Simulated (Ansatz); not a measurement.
A geometry of Ge$_{2}$W away from equilibrium: the start of the relaxation of a generated cell, Ge2W built in the AFLOW prototype A2B_tP6_129_ac_c (C38, as in Cu2Sb). The numbers are results of r2SCAN (plane waves to 500 eV, PAW, scalar-relativistic; Ansatz, an electronic-structure program), not measurements. Γ-centred k-mesh 8×8×6 on the run's cell, Fermi–Dirac smearing 0.05 eV.

```xyz
6
Lattice="3.9491 0.0000 0.0000 0.0000 3.9491 0.0000 0.0000 0.0000 6.0258" Properties=species:S:1:pos:R:3 pbc="T T T"
Ge     0.0000     0.0000     0.0000
Ge     1.9746     1.9746     0.0000
Ge     1.9746     0.0000     1.6270
Ge     0.0000     1.9746     4.3988
W      1.9746     0.0000     4.2181
W      0.0000     1.9746     1.8077
```

**Question.** What forces act on the atoms (eV/Å)?

**Answer.** 
```csv
atom,Fx,Fy,Fz
Ge1,0.00,0.00,0.00
Ge2,0.00,0.00,0.00
Ge3,0.00,0.00,3.37
Ge4,0.00,0.00,-3.37
W5,0.00,0.00,-0.49
W6,0.00,0.00,0.49
```

**Question.** What is the pressure?

**Answer.** +10.1 GPa, compression positive.

**Question.** How far above the relaxed end point is this geometry?

**Answer.** 0.99 eV/atom; the path ends in P4/nmm (No. 129).

No spin polarisation in the result.

The run could not lose the symmetry of its start, so the end can be a saddle point.

The end of the path is a generated cell of Ge2W: the first start was made by placing the elements on the sites of a structure type, and the end was not matched to a known phase here, so it may be hypothetical.
